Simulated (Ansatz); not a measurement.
Computed with DFT PBE, scalar-relativistic, plane waves, PAW (Ansatz 0.2.0). Settings: cutoff 420 eV, Γ-centred meshes spaced at most about 0.3 Å⁻¹, and about 0.25 Å⁻¹ or finer for metals (2π included), Gaussian smearing. No spin polarisation in the final relaxations.

Temperature and zero-point effects are left out. All come from trial cells, and lower structures may exist.

**Question.** Order these relaxed structures of In3GaAs4 by energy, lowest first, with the energy over the lowest of them.
A.

```
In Ga As
1.0
     6.07736    0.00000    0.00000
     0.00000    6.07736    0.00000
     0.00000    0.00000    6.07736
In Ga As
3 1 4
Direct
  0.00000 0.50000 0.50000
  0.50000 0.00000 0.50000
  0.50000 0.50000 0.00000
  0.00000 0.00000 0.00000
  0.76006 0.76006 0.23994
  0.76006 0.23994 0.76006
  0.23994 0.76006 0.76006
  0.23994 0.23994 0.23994
```

B.

```
In Ga As
1.0
     4.28798    0.00000    0.00000
    -2.14399    3.71350    0.00000
     0.00000    0.00000   14.13596
In Ga As
3 1 4
Direct
  0.66667 0.33333 0.25053
  0.33333 0.66667 0.99451
  0.33333 0.66667 0.50671
  0.66667 0.33333 0.75074
  0.66667 0.33333 0.43981
  0.66667 0.33333 0.92785
  0.33333 0.66667 0.18382
  0.33333 0.66667 0.69703
```

**Answer.** A (0 meV/atom), B (17 meV/atom). Forms: A In and Ga ordered on zinc blende sites, P-43m; B In and Ga ordered on wurtzite sites, P3m1. Counting As atoms around Ga and In (those within 1.25 times the shortest such distance or 1.15 times the sum of covalent radii): A has In 4, Ga 4; B has In 4, Ga 4.

Cells relaxed within their symmetry can be saddle points. Some candidate types were left out of the draw beforehand, so a known form may be missing.
